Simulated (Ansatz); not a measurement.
CaGeO$_{3}$:
```cif
data_Ca4Ge4O12
_chemical_formula_sum 'Ca4 Ge4 O12'
_space_group_name_H-M_alt 'P 1'
_space_group_IT_number 1
_cell_length_a 5.30459
_cell_length_b 7.45363
_cell_length_c 5.25974
_cell_angle_alpha 90.000
_cell_angle_beta 90.000
_cell_angle_gamma 90.000
loop_
_space_group_symop_operation_xyz
  'x, y, z'
loop_
_atom_site_label
_atom_site_type_symbol
_atom_site_fract_x
_atom_site_fract_y
_atom_site_fract_z
_atom_site_occupancy
Ca1 Ca 0.04083 0.25000 0.99126 1
Ca2 Ca 0.95917 0.75000 0.00874 1
Ca3 Ca 0.45917 0.75000 0.49126 1
Ca4 Ca 0.54083 0.25000 0.50874 1
Ge1 Ge 0.50000 0.00000 0.00000 1
Ge2 Ge 0.00000 0.00000 0.50000 1
Ge3 Ge 0.00000 0.50000 0.50000 1
Ge4 Ge 0.50000 0.50000 0.00000 1
O1 O 0.28831 0.46158 0.71044 1
O2 O 0.71169 0.53842 0.28956 1
O3 O 0.21169 0.53842 0.21044 1
O4 O 0.78831 0.46158 0.78956 1
O5 O 0.78831 0.03842 0.78956 1
O6 O 0.21169 0.96158 0.21044 1
O7 O 0.71169 0.96158 0.28956 1
O8 O 0.28831 0.03842 0.71044 1
O9 O 0.48491 0.25000 0.07375 1
O10 O 0.51509 0.75000 0.92625 1
O11 O 0.01509 0.75000 0.57375 1
O12 O 0.98491 0.25000 0.42625 1
```

Relaxed with PBEsol. Plane-wave PAW PBEsol (Ansatz code) gives a gap of 2.34 eV.

Problem. What gap does HSE06 give on the same cell (Ansatz, PAW)?

Solution. 3.91 eV, 1.56 eV more. The hybrid was solved on a coarser mesh and at special points; the gap given is the minimum over both.

| k | v1 PBEsol | c1 PBEsol | v1 HSE06 | c1 HSE06 |
|---|---|---|---|---|
| Γ | -0.12 | 2.34 | -0.11 | 3.91 |
| X | -0.33 | 4.34 | [?] | [?] |
| Z | -0.25 | 4.14 | -0.26 | 6.04 |
| U | 0.00 | 5.08 | [?] | [?] |
| Y | -0.21 | 3.36 | -0.20 | 5.15 |
| S | -0.41 | 4.97 | -0.40 | 6.96 |
| T | -0.28 | 4.78 | [?] | [?] |
| R | -0.37 | 5.76 | [?] | [?] |

Problem. Top valence (v1) and lowest conduction level (c1) in eV from each method's valence maximum (which need not be a listed point): supply the withheld HSE06 values.

Solution. 
- U, v1 HSE06: 0.00
- U, c1 HSE06: 7.08
- T, v1 HSE06: -0.29
- T, c1 HSE06: 6.76
- X, v1 HSE06: -0.35
- X, c1 HSE06: 6.25
- R, v1 HSE06: -0.40
- R, c1 HSE06: 7.83

Cost on shared cores: the PBEsol run (SCF on a 5×4×5 mesh, then bands and DOS) roughly 8 core-minutes, the HSE06 run (SCF on 3×3×3, then a few points) roughly 19 core-minutes; the tasks are unlike.

Space group Pnma. The workflow started from a Materials Project entry (that database holds measured and hypothetical structures alike); the Crystallography Open Database files this formula in space group No. 62, but the cells were not matched. Whether it is the stable phase at ambient conditions was not checked. The PBEsol relaxation kept the symmetry of its start; its stability against distortions is not shown here. Spin–orbit coupling is left out wherever it is not named.

Potentials: the later of the program's two PAW sets.
